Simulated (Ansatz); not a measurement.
Data:

ZrGe:
```cif
data_GeZr
_chemical_formula_sum 'Zr1 Ge1'
_space_group_name_H-M_alt 'P 1'
_space_group_IT_number 1
_cell_length_a 4.11433
_cell_length_b 4.11433
_cell_length_c 3.03244
_cell_angle_alpha 90.000
_cell_angle_beta 90.000
_cell_angle_gamma 120.000
loop_
_space_group_symop_operation_xyz
  'x, y, z'
loop_
_atom_site_label
_atom_site_type_symbol
_atom_site_fract_x
_atom_site_fract_y
_atom_site_fract_z
_atom_site_occupancy
Zr1 Zr 0.00000 0.00000 0.00000 1
Ge1 Ge 0.66667 0.33333 0.50000 1
```

This is the r²SCAN-relaxed structure.

**Question.** All from plane-wave PAW r²SCAN (Ansatz code), unless another level is named. Predict the electronic character.

**Answer.** metallic (no gap).

**Question.** Next, the formation energy from the elements (no fitted shifts)?

**Answer.** -0.50 eV/atom.

**Question.** What about the density of states at the Fermi level?

**Answer.** 0.05 states/eV per atom (mean over ±0.08 eV).

Space group P-6m2. A made-up cell: these elements were put on the sites of a structure type; neither database checked (COD, Materials Project) lists it. Its standing as an ambient phase is unchecked. The cell keeps a stress of up to 0.2 GPa. The r²SCAN relaxation kept the symmetry of its start; its stability against distortions is not shown here. No spin polarisation was allowed. The references are the lowest solids computed at this level, not always the standard phases. Scalar-relativistic: spin–orbit coupling is off unless named, which matters more the heavier the elements.

Potentials: the later of the program's two PAW sets.
